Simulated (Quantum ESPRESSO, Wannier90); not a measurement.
# Wannier functions of Sr₂HN (R-3m)

Structure: Materials Project mp-690794, symmetrised, not relaxed again. Not found in the COD (Crystallography Open Database) copy used; not checked further. Computed values, not measurements, from PBEsol: Quantum ESPRESSO (norm-conserving PseudoDojo potentials, cutoff 68 Ry, no spin polarisation, no spin-orbit coupling) on a Γ-centred 6×6×6 mesh, then Wannier90. Density: 10×10×10 mesh, cold smearing 0.01 Ry.

On the energy scale of pw.x, whose zero is arbitrary, the valence-band maximum lies at 6.85 eV.

Input w.win:

```
num_bands = 6
num_wann = 6
exclude_bands = 1-2,9-35
num_iter = 1000
conv_tol = 1.0e-6
conv_window = 4
write_hr = true
write_u_matrices = true
auto_projections = true
begin unit_cell_cart
ang
   -1.9067500266    3.3025879233    0.0000000000
   -3.8135000531    0.0000000000    0.0000000000
   -1.9067500266    1.1008626411    6.3022600000
end unit_cell_cart
begin atoms_frac
Sr   0.2387430000  0.2387430000  0.2837710000
Sr  -0.2387430000 -0.2387430000 -0.2837710000
H    0.0000000000  0.0000000000  0.0000000000
N    0.5000000000  0.5000000000  0.5000000000
end atoms_frac
mp_grid = 6 6 6
begin kpoints
0.0000000000 0.0000000000 0.0000000000
0.0000000000 0.0000000000 0.1666666667
0.0000000000 0.0000000000 0.3333333333
... (213 more lines: the 6x6x6 mesh through Gamma)
end kpoints
```

Input of pw2wannier90.x that gives the overlap and projection files (equivalent; here they were cut from one run over all bands):

```
&inputpp
  outdir = './out'
  prefix = 'pwscf'
  seedname = 'w'
  write_amn = .true.
  write_mmn = .true.
  atom_proj = .true.
  atom_proj_exclude = 1 5 6 10 11 12 13 14 15
/
```

Output w.wout (banner and timings cut):

```
                                    ------
                                    SYSTEM
                                    ------

                              Lattice Vectors (Ang)
                    a_1    -1.906750   3.302588   0.000000
                    a_2    -3.813500   0.000000   0.000000
                    a_3    -1.906750   1.100863   6.302260

                   Unit Cell Volume:      79.37330  (Ang^3)

                        Reciprocal-Space Vectors (Ang^-1)
                    b_1     0.000000   1.902504  -0.332324
                    b_2    -1.647616  -0.951252  -0.332324
                    b_3     0.000000   0.000000   0.996973

 *----------------------------------------------------------------------------*
 |   Site       Fractional Coordinate          Cartesian Coordinate (Ang)     |
 +----------------------------------------------------------------------------+
 | sr   1   0.23874   0.23874   0.28377   |   -1.90675   1.10086   1.78840    |
 | sr   2  -0.23874  -0.23874  -0.28377   |    1.90675  -1.10086  -1.78840    |
 | h    1   0.00000   0.00000   0.00000   |   -0.00000   0.00000   0.00000    |
 | n    1   0.50000   0.50000   0.50000   |   -3.81350   2.20173   3.15113    |
 *----------------------------------------------------------------------------*
                                ------------
                                K-POINT GRID
                                ------------

             Grid size =  6 x  6 x  6      Total points =  216

 *---------------------------------- MAIN ------------------------------------*
 |  Number of Wannier Functions               :                 6             |
 |  Number of Objective Wannier Functions     :                 6             |
 |  Number of input Bloch states              :                 6             |
 |  Output verbosity (1=low, 5=high)          :                 1             |
 |  Timing Level (1=low, 5=high)              :                 1             |
 |  Optimisation (0=memory, 3=speed)          :                 3             |
 |  Length Unit                               :               Ang             |
 |  Post-processing setup (write *.nnkp)      :                 F             |
 |  Using Gamma-only branch of algorithms     :                 F             |
 *----------------------------------------------------------------------------*
 *------------------------------- WANNIERISE ---------------------------------*
 |  Total number of iterations                :              1000             |
 |  Number of CG steps before reset           :                 5             |
 |  Trial step length for line search         :             2.000             |
 |  Convergence tolerence                     :         0.100E-05             |
 |  Convergence window                        :                 4             |
 |  Iterations between writing output         :                 1             |
 |  Iterations between backing up to disk     :               100             |
 |  Write r^2_nm to file                      :                 F             |
 |  Write xyz WF centres to file              :                 F             |
 |  Write on-site energies <0n|H|0n> to file  :                 F             |
 |  Use guiding centre to control phases      :                 F             |
 |  Use phases for initial projections        :                 F             |
 *----------------------------------------------------------------------------*
 *-------------------------------- PLOTTING ----------------------------------*
 |  Plotting Hamiltonian in WF basis          :                 T             |
 *----------------------------------------------------------------------------*

 *---------------------------------- K-MESH ----------------------------------*
 +----------------------------------------------------------------------------+
 |                    Distance to Nearest-Neighbour Shells                    |
 |                    ------------------------------------                    |
 |          Shell             Distance (Ang^-1)          Multiplicity         |
 |          -----             -----------------          ------------         |
 |             1                   0.166162                      2            |
 |             2                   0.321885                      6            |
 |             3                   0.332324                      2            |
 |             4                   0.335877                      6            |
 |             5                   0.386816                      6            |
 |             6                   0.420994                      6            |
 |             7                   0.498487                      2            |
 |             8                   0.500862                      6            |
       ... (lines left out)
 +----------------------------------------------------------------------------+
 | The b-vectors are chosen automatically                                     |
 | The following shells are used:                       1,  2                 |
 +----------------------------------------------------------------------------+
 |                        Shell   # Nearest-Neighbours                        |
 |                        -----   --------------------                        |
 |                          1               2                                 |
 |                          2               6                                 |
 +----------------------------------------------------------------------------+
 | Completeness relation is fully satisfied [Eq. (B1), PRB 56, 12847 (1997)]  |
 +----------------------------------------------------------------------------+
 |                  b_k Vectors (Ang^-1) and Weights (Ang^2)                  |
 |                  ----------------------------------------                  |
 |            No.         b_k(x)      b_k(y)      b_k(z)        w_b           |
 |            ---        --------------------------------     --------        |
 |             1         0.000000    0.000000    0.166162    17.004337        |
 |             2         0.000000    0.000000   -0.166162    17.004337        |
 |             3        -0.274603   -0.158542   -0.055387     3.315357        |
 |             4         0.000000    0.317084   -0.055387     3.315357        |
 |             5        -0.274603    0.158542    0.055387     3.315357        |
 |             6         0.274603    0.158542    0.055387     3.315357        |
 |             7         0.000000   -0.317084    0.055387     3.315357        |
 |             8         0.274603   -0.158542   -0.055387     3.315357        |
 +----------------------------------------------------------------------------+
 |                           b_k Directions (Ang^-1)                          |
 |                           -----------------------                          |
 |            No.           x           y           z                         |
 |            ---        --------------------------------                     |
 |             1         0.000000    0.000000    0.166162                     |
 |             2        -0.274603   -0.158542   -0.055387                     |
 |             3         0.000000    0.317084   -0.055387                     |
 |             4        -0.274603    0.158542    0.055387                     |
 +----------------------------------------------------------------------------+

 Starting a new Wannier90 calculation ...

 Reading overlaps from w.mmn

 Reading projections from w.amn

 *------------------------------- WANNIERISE ---------------------------------*
 +--------------------------------------------------------------------+<-- CONV
 | Iter  Delta Spread     RMS Gradient      Spread (Ang^2)            |<-- CONV
 +--------------------------------------------------------------------+<-- CONV

 ------------------------------------------------------------------------------
 Initial State
  WF centre and spread    1  ( -1.906750,  1.100863,  1.802519 )     0.88973738
  WF centre and spread    2  ( -1.906750,  1.113974,  1.800287 )     0.90097824
  WF centre and spread    3  ( -1.906750,  1.087619,  1.800287 )     0.90097869
  WF centre and spread    4  (  1.906750, -1.100863, -1.802519 )     0.88973738
  WF centre and spread    5  (  1.906750, -1.113974, -1.800287 )     0.90097824
  WF centre and spread    6  (  1.906750, -1.087619, -1.800287 )     0.90097869
  Sum of centres and spreads (  0.000000, -0.000000, -0.000000 )     5.38338861

      0     0.538E+01     0.0000000000        5.3833885882  <-- CONV
        O_D=      0.0008702 O_OD=      0.0181486 O_TOT=      5.3833886 <-- SPRD
 ------------------------------------------------------------------------------
      1    -0.124E-04     0.0027230913        5.3833762122  <-- CONV
        O_D=      0.0008684 O_OD=      0.0181381 O_TOT=      5.3833762 <-- SPRD
      2    -0.293E-05     0.0012140792        5.3833732829  <-- CONV
        O_D=      0.0008680 O_OD=      0.0181356 O_TOT=      5.3833733 <-- SPRD
      3    -0.851E-06     0.0008099983        5.3833724322  <-- CONV
        O_D=      0.0008678 O_OD=      0.0181349 O_TOT=      5.3833724 <-- SPRD
      4    -0.221E-06     0.0005416213        5.3833722111  <-- CONV
        O_D=      0.0008677 O_OD=      0.0181348 O_TOT=      5.3833722 <-- SPRD
      5    -0.867E-07     0.0003278819        5.3833721244  <-- CONV
        O_D=      0.0008677 O_OD=      0.0181347 O_TOT=      5.3833721 <-- SPRD
      6    -0.130E-06     0.0002723879        5.3833719943  <-- CONV
        O_D=      0.0008677 O_OD=      0.0181346 O_TOT=      5.3833720 <-- SPRD
             <<<     Delta < 1.000E-06  over  4 iterations     >>>
             <<< Wannierisation convergence criteria satisfied >>>
 Final State
  WF centre and spread    1  ( -1.906750,  1.100867,  1.802532 )     0.88972106
  WF centre and spread    2  ( -1.906750,  1.113970,  1.800281 )     0.90098082
  WF centre and spread    3  ( -1.906750,  1.087618,  1.800280 )     0.90098412
  WF centre and spread    4  (  1.906750, -1.100867, -1.802532 )     0.88972106
  WF centre and spread    5  (  1.906750, -1.113970, -1.800281 )     0.90098082
  WF centre and spread    6  (  1.906750, -1.087618, -1.800280 )     0.90098412
  Sum of centres and spreads (  0.000000, -0.000000, -0.000000 )     5.38337201

         Spreads (Ang^2)       Omega I      =     5.364369730
        ================       Omega D      =     0.000867680
                               Omega OD     =     0.018134584
    Final Spread (Ang^2)       Omega Total  =     5.383371994
```
